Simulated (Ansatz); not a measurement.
## Does relaxation matter for the field gradients of HfO2 with Au replacing Hf?

Start: a supercell of HfO2 (baddeleyite type, P2_1/c) built from a COD entry, with all atoms left at the host's positions.

```
Au Hf O
1.0
    -5.97666    5.18570    5.21387
     4.25934   -5.18570    5.21387
     5.97666    5.18570   -5.21387
Au Hf O
1 15 32
Direct
  0.12385 0.24175 0.15760
  0.62385 0.74175 0.15760
  0.62385 0.24175 0.65760
  0.12385 0.74175 0.65760
  0.41585 0.50825 0.63210
  0.91585 0.00825 0.63210
  0.91585 0.50825 0.13210
  0.41585 0.00825 0.13210
  0.87615 0.75825 0.84240
  0.37615 0.25825 0.84240
  0.37615 0.75825 0.34240
  0.87615 0.25825 0.34240
  0.58415 0.49175 0.36790
  0.08415 0.99175 0.36790
  0.08415 0.49175 0.86790
  0.58415 0.99175 0.86790
  0.61910 0.46440 0.60340
  0.11910 0.96440 0.60340
  0.11910 0.46440 0.10340
  0.61910 0.96440 0.10340
  0.13900 0.28560 0.40470
  0.63900 0.78560 0.40470
  0.63900 0.28560 0.90470
  0.13900 0.78560 0.90470
  0.38090 0.53560 0.39660
  0.88090 0.03560 0.39660
  0.88090 0.53560 0.89660
  0.38090 0.03560 0.89660
  0.86100 0.71440 0.59530
  0.36100 0.21440 0.59530
  0.36100 0.71440 0.09530
  0.86100 0.21440 0.09530
  0.33915 0.21045 0.20290
  0.83915 0.71045 0.20290
  0.83915 0.21045 0.70290
  0.33915 0.71045 0.70290
  0.49245 0.53955 0.87870
  0.99245 0.03955 0.87870
  0.99245 0.53955 0.37870
  0.49245 0.03955 0.37870
  0.66085 0.78955 0.79710
  0.16085 0.28955 0.79710
  0.16085 0.78955 0.29710
  0.66085 0.28955 0.29710
  0.50755 0.46045 0.12130
  0.00755 0.96045 0.12130
  0.00755 0.46045 0.62130
  0.50755 0.96045 0.62130
```

Atoms are numbered from 1 in the order listed; like atoms form one site, named after its first atom.

Computed with Ansatz: DFT, PBE, plane waves and PAW, scalar-relativistic, 420 eV cutoff, Γ-centred 3×3×3 k-points, Fermi–Dirac smearing 0.01 eV, cell charge -1.

The largest force at the start is 2.8 eV/Å. Relaxing the ions at fixed cell moves them by 0.689 Å at most (atom 46, O) and 0.150 Å rms.

| site | atom | moved (Å) | first shell before | first shell after | V_zz before (10²¹ V/m²) | η before |
| --- | --- | --- | --- | --- | --- | --- |
| Au | 1 | 0.255 | 7 O at 2.03–2.25 Å | 4 O at 1.99–2.11 Å; also 2 O at 2.48–2.55 Å | -27.2 | 0.52 |
| Hf3 | 3 | 0.016 | 7 O at 2.03–2.25 Å | 7 O at 2.05–2.24 Å | 12.09 | 0.56 |
| Hf4 | 4 | 0.032 | 7 O at 2.03–2.25 Å | 7 O at 2.06–2.25 Å | 12.17 | 0.52 |
| Hf6 | 6 | 0.027 | 7 O at 2.03–2.25 Å | 7 O at 2.03–2.23 Å | 12.05 | 0.71 |
| Hf7 | 7 | 0.067 | 7 O at 2.03–2.25 Å | 7 O at 2.06–2.24 Å | 12.27 | 0.22 |
| Hf9 | 9 | 0.083 | 7 O at 2.03–2.25 Å | 7 O at 1.99–2.26 Å | 13.38 | 0.37 |
| Hf12 | 12 | 0.036 | 7 O at 2.03–2.25 Å | 7 O at 2.04–2.26 Å | 11.01 | 0.70 |
| Hf13 | 13 | 0.087 | 7 O at 2.03–2.25 Å | 7 O at 2.04–2.27 Å | 11.46 | 0.58 |
| Hf14 | 14 | 0.039 | 7 O at 2.03–2.25 Å | 7 O at 2.00–2.28 Å | 12.73 | 0.35 |
| Hf16 | 16 | 0.031 | 7 O at 2.03–2.25 Å | 7 O at 2.02–2.23 Å | 12.02 | 0.66 |
| O21 | 21 | 0.073 | 3 Hf at 2.14–2.25 Å, 1 Au at 2.17 Å | 1 Au at 2.09 Å, 3 Hf at 2.15–2.28 Å | 3.06 | 0.19 |
| O22 | 22 | 0.080 | 4 Hf at 2.14–2.25 Å | 4 Hf at 2.12–2.23 Å | -1.08 | 0.92 |
| O28 | 28 | 0.026 | 4 Hf at 2.14–2.25 Å | 4 Hf at 2.16–2.25 Å | 0.98 | 0.61 |
| O33 | 33 | 0.117 | 1 Au at 2.03 Å, 2 Hf at 2.07–2.12 Å | 1 Au at 2.04 Å, 2 Hf at 2.09–2.18 Å | 9.46 | 0.31 |
| O38 | 38 | 0.177 | 2 Hf at 2.03–2.12 Å, 1 Au at 2.07 Å | 1 Au at 1.99 Å, 2 Hf at 2.07–2.18 Å | 8.07 | 0.22 |
| O46 | 46 | 0.689 | 2 Hf at 2.03–2.07 Å, 1 Au at 2.12 Å | 2 Hf at 1.99–2.00 Å, angle 154°; also 1 Au at 2.48 Å | 4.64 | 0.60 |

Question: What are V_zz and η after the relaxation?

Answer: 

| site | atom | V_zz after | η after | change of V_zz |
| --- | --- | --- | --- | --- |
| Au | 1 | -47.5 | 0.21 | -20.29 |
| Hf3 | 3 | 16.18 | 0.47 | +4.09 |
| Hf4 | 4 | 11.10 | 0.35 | -1.07 |
| Hf6 | 6 | 15.39 | 0.39 | +3.34 |
| Hf7 | 7 | 12.49 | 0.63 | – |
| Hf9 | 9 | 13.21 | 0.45 | – |
| Hf12 | 12 | 13.95 | 0.94 | +2.94 |
| Hf13 | 13 | 13.72 | 0.71 | +2.26 |
| Hf14 | 14 | 27.7 | 0.49 | +15.00 |
| Hf16 | 16 | 11.75 | 0.63 | -0.27 |
| O21 | 21 | 8.65 | 0.19 | +5.59 |
| O22 | 22 | -1.18 | 0.48 | -0.10 |
| O28 | 28 | 1.05 | 0.94 | +0.07 |
| O33 | 33 | 12.78 | 0.33 | +3.32 |
| O38 | 38 | 12.57 | 0.34 | +4.50 |
| O46 | 46 | -2.21 | 0.79 | -6.85 |

The largest change of V_zz along a kept axis is on Au, from -27.2 to -47.5. In per cent, |V_zz| changes by +75 on Au, -9 to +118 on Hf, +35 to +183 on O (all sites that start above 2, bar those whose gradient vanishes or changes sign or whose main axis turns by over 40°). Where |V_zz| stays above 0.1 and the axes keep their order, η moves most on O22, from 0.92 to 0.48. On Au, Hf3, Hf6, Hf16, Hf13, Hf12, Hf11, Hf10 and 1 more site (not all in the table) V_xx and V_yy change places (or their axes turn by over 50°), so the two values of η hide a larger change. V_zz changes sign on O46 (axis turned by 33°), O19 (axis turned by 23°) (not all in the table). On Hf9, Hf7, O39, O42, O41, O40, O45, O36 and 11 more sites (not all in the table) the largest principal value lies along another axis in the second run, so the two V_zz can't be compared directly. The table leaves out 32 of the 48 sites, with |V_zz| up to 22.02; their tensors move by 11.54 at most along any direction. The statements above cover all sites. The electronic state changes along with the positions (a gap opens), so the changes aren't those of geometry alone. The host's own positions weren't relaxed first, so part of the change far from the defect can be the host's relaxation.

The defect repeats with the cell of 48 atoms, so it feels its images: sites between two images don't show the values beside a lone defect, and zeros or small values of η there can come from the images' arrangement. Hf and O carry a gradient in the pure host already, so the values there aren't the defect's effect alone. A uniform background compensates the cell's charge. Spin–orbit coupling is left out, which shifts gradients on Au by a few per cent in wide-gap crystals, and can shift them far more where the calculated gap is small or absent, as here.
Before: The run isn't spin-polarised, and a state with spin may lie lower. The defect cell has no gap above 0.1 eV on its mesh, so the values can hang on the smearing and the k-mesh. The cell keeps the host's lattice, and with the defect in it the PBE pressure is 6 GPa (in a charged cell this depends on the convention for the mean potential). The neighbours have not yet relaxed around the defect (largest force 2.8 eV/Å), and relaxing can change the values around it severalfold.
